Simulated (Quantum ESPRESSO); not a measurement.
Parts of the isotropic shielding in BP, by PBE GIPAW (a modified build of Quantum ESPRESSO, JTH PAW datasets), 20 Ha, k-mesh 10×10×10 shifted:

```xyz
2
Lattice="0.0000 2.2434 2.2774 2.2774 0.0000 2.2774 2.2774 2.2434 0.0000" Properties=species:S:1:pos:R:3 pbc="T T T"
B      0.0000     0.0000     0.0000
P      1.1387     1.1217     1.1387
```
The cell was made here from a computed Materials Project entry: strained by -1 % along the cube axis and by +0.5 % across it, atoms relaxed (PBE without dispersion, pw.x of Quantum ESPRESSO, symmetry kept). The parent is BP in F-43m. Stability against distortions was not tested.

The core term is that of the free atom's frozen core; the paramagnetic column sums the reconstruction terms. These are absolute shieldings with no macroscopic susceptibility term; δ = σ_ref − σ needs a reference computed alike. By our sweeps, such settings leave a few ppm in absolute σ. The datasets of P hold no d projectors, which limits absolute σ on these atoms. With so small a Kohn–Sham gap, σ hangs strongly on the functional and the mesh.

```
site         core  bare (smooth current)  diamagnetic correction  paramagnetic corrections  σ_iso (ppm)
----------  -----  ---------------------  ----------------------  ------------------------  -----------
B (atom 1)  165.3                   -9.1                     2.9                (withheld)   (withheld)
P (atom 2)  908.8                  -13.3                     2.8                (withheld)   (withheld)
```

Question: Some entries are withheld; supply them.

Answer: 
- B (atom 1), paramagnetic corrections: -35.2
- B (atom 1), σ_iso (ppm): 123.9
- P (atom 2), paramagnetic corrections: -465.1
- P (atom 2), σ_iso (ppm): 433.1
